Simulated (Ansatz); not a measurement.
# NiMoIrPdW: rattling a relaxed structure

The structure comes from a generated guess, relaxed at this level; another structure or a mixture of phases may lie lower.

Method: Ansatz, DFT PBE, scalar-relativistic, plane waves, PAW. Settings: cutoff 420 eV, Γ-centred mesh 12×12×2 on the computed 10-atom cell, Gaussian smearing of 0.10 eV; no spin polarisation.

The cell below (10 atoms, space group P-3m1 (No. 164)) is relaxed within its symmetry.

```
Ni Mo Pd Ir W
1.0
     2.77081    0.00000    0.00000
    -1.38540    2.39959    0.00000
     0.00000    0.00000   22.01991
Ni Mo Pd Ir W
2 2 2 2 2
Direct
  0.33333 0.66667 0.85081
  0.66667 0.33333 0.14919
  0.66667 0.33333 0.76059
  0.33333 0.66667 0.23941
  0.33333 0.66667 0.05329
  0.66667 0.33333 0.94671
  0.33333 0.66667 0.65827
  0.66667 0.33333 0.34173
  0.33333 0.66667 0.44418
  0.66667 0.33333 0.55582
```

For the test it was strained at random (σ = 1.5 % a component), the atoms were moved at random (σ = 0.10 Å), and all was relaxed again on a coarse 12×12×1 mesh (in the run’s order of axes) with 0.20 eV smearing, with no symmetry imposed.

These runs have no spin–orbit coupling, which can matter for Ir and W. Trial moments died out on the coarse mesh, so the last step has no spin; another magnetic start might hold.

Task: What happens?

Result: It returns, within 1 meV/atom of the unmoved cell on that mesh and with the same symmetry when read at 0.1 Å. No instability shows in this cell; modes of other wave vectors, which need another repeat, aren't tested.
